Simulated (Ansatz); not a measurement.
Si₂Ni, first-principles data

Si2Ni:
```
Si2Ni
1.0
    0.00000     2.69218     2.69218
    2.69218     0.00000     2.69218
    2.69218     2.69218     0.00000
Ni Si
1 2
Cartesian
  0.00000   0.00000   0.00000
  1.34609   1.34609   1.34609
  4.03826   4.03826   4.03826
```

Space group Fm-3m (No. 225), fluorite or antifluorite type; conventional cell a = b = c = 5.3844 Å, α = β = γ = 90.00°.

Method: plane-wave PAW r²SCAN (Ansatz code). Geometry: relaxed at this level of theory. Other levels are named where they apply.

Cell and energy:

```json
{
  "volume_per_atom": "13.01 Å³",
  "density": "4.89 g/cm³",
  "Formation energy from the elements (no fitted shifts)": "-0.35 eV/atom"
}
```

Electronic structure:

```json
{
 "electronic_character": "metallic (no gap)",
 "Density of states at the Fermi level": "0.27 states/eV per atom (mean over ±0.08 eV)"
}
```

Magnetism:

```json
{
 "magnetic_order": "non-magnetic (starting moments vanished)"
}
```

Mechanics:

```json
{
 "Bulk modulus (Birch–Murnaghan fit)": "163 GPa",
 "Pressure derivative B′": "4.9"
}
```

Charges:

```json
{
  "bader_charges": "Ni -0.97, Si +0.48 e"
}
```

The r²SCAN relaxation kept the symmetry of its start. The workflow began spin-polarised and lost its moments. The references are the lowest solids computed at this level, not always the standard phases.

Potentials: the later of the program's two PAW sets.
